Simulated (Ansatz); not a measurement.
**ZnS with Br replacing S: gradients before and after relaxing the atoms**

Start: a supercell of ZnS (wurtzite type, P6_3mc) built from a structure deposited in the COD, with all atoms left at the host's positions.

```
CELL_PARAMETERS angstrom
7.62200 0.00000 0.00000
-5.71650 9.90127 0.00000
0.00000 0.00000 12.46800
ATOMIC_POSITIONS crystal
Zn 0.16667 0.22222 0.00000
Zn 0.16667 0.22222 0.50000
Zn 0.16667 0.55556 0.00000
Zn 0.16667 0.55556 0.50000
Zn 0.16667 0.88889 0.00000
Zn 0.16667 0.88889 0.50000
Zn 0.66667 0.22222 0.00000
Zn 0.66667 0.22222 0.50000
Zn 0.66667 0.55556 0.00000
Zn 0.66667 0.55556 0.50000
Zn 0.66667 0.88889 0.00000
Zn 0.66667 0.88889 0.50000
Zn 0.33333 0.11111 0.25000
Zn 0.33333 0.11111 0.75000
Zn 0.33333 0.44444 0.25000
Zn 0.33333 0.44444 0.75000
Zn 0.33333 0.77778 0.25000
Zn 0.33333 0.77778 0.75000
Zn 0.83333 0.11111 0.25000
Zn 0.83333 0.11111 0.75000
Zn 0.83333 0.44444 0.25000
Zn 0.83333 0.44444 0.75000
Zn 0.83333 0.77778 0.25000
Zn 0.83333 0.77778 0.75000
Br 0.16667 0.22222 0.19250
S 0.16667 0.22222 0.69250
S 0.16667 0.55556 0.19250
S 0.16667 0.55556 0.69250
S 0.16667 0.88889 0.19250
S 0.16667 0.88889 0.69250
S 0.66667 0.22222 0.19250
S 0.66667 0.22222 0.69250
S 0.66667 0.55556 0.19250
S 0.66667 0.55556 0.69250
S 0.66667 0.88889 0.19250
S 0.66667 0.88889 0.69250
S 0.33333 0.11111 0.44250
S 0.33333 0.11111 0.94250
S 0.33333 0.44444 0.44250
S 0.33333 0.44444 0.94250
S 0.33333 0.77778 0.44250
S 0.33333 0.77778 0.94250
S 0.83333 0.11111 0.44250
S 0.83333 0.11111 0.94250
S 0.83333 0.44444 0.44250
S 0.83333 0.44444 0.94250
S 0.83333 0.77778 0.44250
S 0.83333 0.77778 0.94250
```

Atoms are numbered from 1 in the order listed; like atoms form one site, named after its first atom.

Level of theory: DFT, PBE, plane waves and PAW, scalar-relativistic, 420 eV cutoff, Γ-centred 3×2×2 k-points, Fermi–Dirac smearing 0.01 eV, cell charge +1 (Ansatz 0.2.0).

The largest force at the start is 2.4 eV/Å. Relaxing the ions at fixed cell moves them by 0.307 Å at most (atom 15, Zn) and 0.091 Å rms.

```
site  atom  moved (Å)                  first shell before                   first shell after  V_zz before (10²¹ V/m²)  η before
 Zn6     6      0.057                  4 S at 2.31–2.40 Å                  4 S at 2.32–2.34 Å                     1.55      0.39
 Zn8     8      0.064                  4 S at 2.31–2.40 Å                  4 S at 2.32–2.34 Å                     1.51      0.29
Zn13    13      0.262  3 S at 2.31–2.40 Å, 1 Br at 2.31 Å  3 S at 2.28–2.30 Å, 1 Br at 2.59 Å                     3.98      0.47
Zn15    15      0.307  1 Br at 2.31 Å, 3 S at 2.31–2.40 Å  3 S at 2.28–2.29 Å, 1 Br at 2.63 Å                     4.18      0.51
Zn16    16      0.017                  4 S at 2.31–2.40 Å                  4 S at 2.32–2.35 Å                     2.51      0.06
Zn18    18      0.033                  4 S at 2.31–2.40 Å                       4 S at 2.33 Å                     2.03      0.01
Zn19    19      0.270  3 S at 2.31–2.40 Å, 1 Br at 2.31 Å  3 S at 2.29–2.30 Å, 1 Br at 2.60 Å                     4.01      0.48
Zn20    20      0.016                  4 S at 2.31–2.40 Å                  4 S at 2.32–2.35 Å                     2.55      0.05
Zn21    21      0.082                  4 S at 2.31–2.40 Å                  4 S at 2.31–2.34 Å                     1.19      0.33
  Br    25      0.047                 4 Zn at 2.31–2.40 Å                 4 Zn at 2.59–2.65 Å                    -3.14      0.41
 S27    27      0.054                 4 Zn at 2.31–2.40 Å                 4 Zn at 2.29–2.34 Å                     2.01      0.87
 S29    29      0.053                 4 Zn at 2.31–2.40 Å                 4 Zn at 2.29–2.34 Å                     2.18      0.73
 S31    31      0.055                 4 Zn at 2.31–2.40 Å                 4 Zn at 2.30–2.35 Å                     2.92      0.49
 S33    33      0.052                 4 Zn at 2.31–2.40 Å                 4 Zn at 2.29–2.34 Å                     1.97      0.83
 S40    40      0.060                 4 Zn at 2.31–2.40 Å                 4 Zn at 2.28–2.35 Å                     1.74      0.44
 S48    48      0.033                 4 Zn at 2.31–2.40 Å                 4 Zn at 2.32–2.34 Å                    -0.81      0.26
```

(1) How do the gradients change?

Results:

(1) 

| site | atom | V_zz after | η after | change of V_zz |
| --- | --- | --- | --- | --- |
| Zn6 | 6 | 0.71 | 0.74 | – |
| Zn8 | 8 | -0.71 | 0.91 | -2.22 |
| Zn13 | 13 | 8.63 | 0.10 | +4.65 |
| Zn15 | 15 | 9.40 | 0.03 | +5.22 |
| Zn16 | 16 | 0.85 | 0.96 | -1.66 |
| Zn18 | 18 | 0.18 | 0.23 | -1.85 |
| Zn19 | 19 | 8.69 | 0.10 | +4.68 |
| Zn20 | 20 | 0.87 | 0.86 | -1.68 |
| Zn21 | 21 | -1.26 | 0.43 | -2.45 |
| Br | 25 | -0.93 | 0.29 | +2.21 |
| S27 | 27 | 1.27 | 0.33 | – |
| S29 | 29 | 1.21 | 0.07 | – |
| S31 | 31 | 1.70 | 0.30 | – |
| S33 | 33 | 1.27 | 0.32 | – |
| S40 | 40 | 1.43 | 0.13 | -0.31 |
| S48 | 48 | -0.12 | 0.97 | +0.69 |

The largest change of V_zz along a kept axis is on Zn15, from 4.18 to 9.40. In per cent, |V_zz| changes by -91 to +125 on Zn, -70 on Br, -85 to -18 on S (all sites that start above 0.5, bar those whose gradient vanishes or changes sign or whose main axis turns by over 40°). Where |V_zz| stays above 0.1 and the axes keep their order, η moves most on Zn16, from 0.06 to 0.96. On Zn13, Zn8, Zn21, S48, Zn4, Zn23, Zn17, S42 and 3 more sites (not all in the table) V_xx and V_yy change places (or their axes turn by over 50°), so the two values of η hide a larger change. V_zz changes sign on Zn8 (axis turned by 23°), Zn21 (axis turned by 10°), Zn2 (same axis), Zn4 (axis turned by 17°), Zn23 (same axis), Zn17 (axis turned by 11°), S47 (same axis), S41 (same axis) and 3 more sites (not all in the table). On S31, S29, S27, S33, Zn6, Zn5, Zn11, Zn9 and 11 more sites (not all in the table) the largest principal value lies along another axis in the second run, so the two V_zz can't be compared directly. The table leaves out 32 of the 48 sites, with |V_zz| up to 9.74; their tensors move by 3.12 at most along any direction. The statements above cover all sites. The host's own positions weren't relaxed first, so part of the change far from the defect can be the host's relaxation.

The defect repeats with the cell of 48 atoms, so it feels its images: sites between two images don't show the values beside a lone defect, and zeros or small values of η there can come from the images' arrangement. S and Zn carry a gradient in the pure host already, so the values there aren't the defect's effect alone. A uniform background compensates the cell's charge.
Before: The neighbours have not yet relaxed around the defect (largest force 2.4 eV/Å), so a real crystal will differ.
